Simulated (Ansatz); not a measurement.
Starting cell, NiSi₂ (fluorite type, space group Fm-3m):

```
CELL_PARAMETERS angstrom
      0.00000     2.72203     2.72203
      2.72203     0.00000     2.72203
      2.72203     2.72203     0.00000
ATOMIC_POSITIONS crystal
  Ni 0.00000 0.00000 0.00000
  Si 0.25000 0.25000 0.25000
  Si 0.75000 0.75000 0.75000
```

In each cell atom 3 (Si, nearest neighbour Ni at 2.357 Å; its periodic images, 3.8 Å or more away, move with it) moves by s·(0.577, 0.577, 0.577) (along Cartesian [111]), the rest being held.

Calculation: PBE (plane waves to 420 eV, PAW, scalar-relativistic; Ansatz, an electronic-structure program). k mesh 12×12×12 (Γ-centred), Fermi-Dirac smearing 0.05 eV. Energies are smeared free energies. Compression counts positive. With partly filled bands, energies and forces of such displacements shift with the k mesh and the smearing. F∥ is the force on the atom along that direction. NiSi2 is run without spin polarisation. NiSi2 was relaxed with its symmetry unable to fall. The PAW data are Ansatz's earlier set. ΔE is measured from the undisplaced structure.

```csv
s (Å),ΔE (meV/cell),P (GPa),F∥ (eV/Å)
-0.240,180,2.4,1.385
-0.192,118,1.6,1.167
-0.144,[?],1.0,0.915
-0.096,31,0.4,0.632
-0.048,8,0.1,0.327
0.000,0,0.0,0.000
0.048,9,0.1,[?]
0.096,36,0.5,-0.791
0.144,86,1.1,[?]
0.192,[?],2.1,-1.833
0.240,263,3.4,-2.472
```

Problem. Fill in the missing entries.

Solution. 
- -0.144, ΔE (meV/cell): 68
- 0.048, F∥ (eV/Å): -0.368
- 0.144, F∥ (eV/Å): -1.276
- 0.192, ΔE (meV/cell): 160

(For displaced atoms, the force is minus the slope of the energy, and its curvature is a force constant, which sets phonon frequencies.)
